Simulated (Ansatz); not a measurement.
**Al3Cu (Pm-3m), a vibration from a frozen displacement**

The calculation used Ansatz 0.2.0, DFT PBEsol, scalar-relativistic, plane waves, PAW. The runs took a 420 eV cutoff, a Γ-centred 12×12×12 mesh and Gaussian smearing (0.15 eV). No spin polarisation. Energies are free energies at this smearing, counted from the undisturbed cell; pressure is positive in compression.

The undisturbed cell (relaxed at this level; it needn't be the usual structure):

```yaml
crystal:
  lattice:
    - [3.89235, 0.00000, 0.00000]
    - [0.00000, 3.89235, 0.00000]
    - [0.00000, 0.00000, 3.89235]
  atoms:
    - { symbol: Al, position: [0.00000, 0.50000, 0.50000] }
    - { symbol: Al, position: [0.50000, 0.00000, 0.50000] }
    - { symbol: Al, position: [0.50000, 0.50000, 0.00000] }
    - { symbol: Cu, position: [0.00000, 0.00000, 0.00000] }
```

Atom 4 (Cu) is moved by x along the Cartesian unit vector (0.000, 0.000, 1.000); the cell and all other atoms stay fixed. The cell's volume is 58.97 Å³; the moved atoms weigh 63.546 u together and the others 80.945 u. Some rows repeat others by symmetry and weren't run.

```csv
x (Å),ΔE (meV/cell),total force on the moved atoms along the move (eV/Å),pressure (GPa)
-0.1000,9.38,0.1893,0.1749
-0.0833,6.49,0.1568,0.1177
-0.0667,4.15,0.1250,0.0712
-0.0500,2.33,0.0933,0.0347
-0.0333,1.03,0.0620,0.0087
-0.0167,0.26,0.0310,-0.0068
0.0000,0.00,0.0000,-0.0120
0.0167,0.26,-0.0310,-0.0068
0.0333,1.03,-0.0620,0.0087
0.0500,2.33,-0.0933,0.0347
0.0667,4.15,-0.1250,0.0712
0.0833,6.49,-0.1568,0.1177
0.1000,9.38,-0.1893,0.1749
```

Problem. What frequency belongs to this motion?

Solution. The force constant is k = −dF/dx = 1.856 eV/Å², from the parabola through x = -0.0167, 0 and 0.0167. In every cell the moved atoms swing against the rest, so the mass is μ = m₁m₂/(m₁ + m₂) = 35.599 u, and ν̃ = 521.5 cm⁻¹ × √(|k|/μ) = 119 cm⁻¹. The pattern needn't be a normal mode: ν̃² is then a weighted mean of the squared nonzero frequencies at the zone centre of this cell, so it lies between the lowest and the highest of them.

Problem. How far does the harmonic law reach?

Solution. At x = -0.100 Å, kx²/2 = 9.28 meV against the computed 9.38 meV (+1.0 %): the well is still close to harmonic there.

In a metal these slopes depend on the k mesh and the smearing.

Cost: 7 runs of about 0.65 core-minutes in all, on AMD EPYC 9R45 (Zen 5) (shared hosts).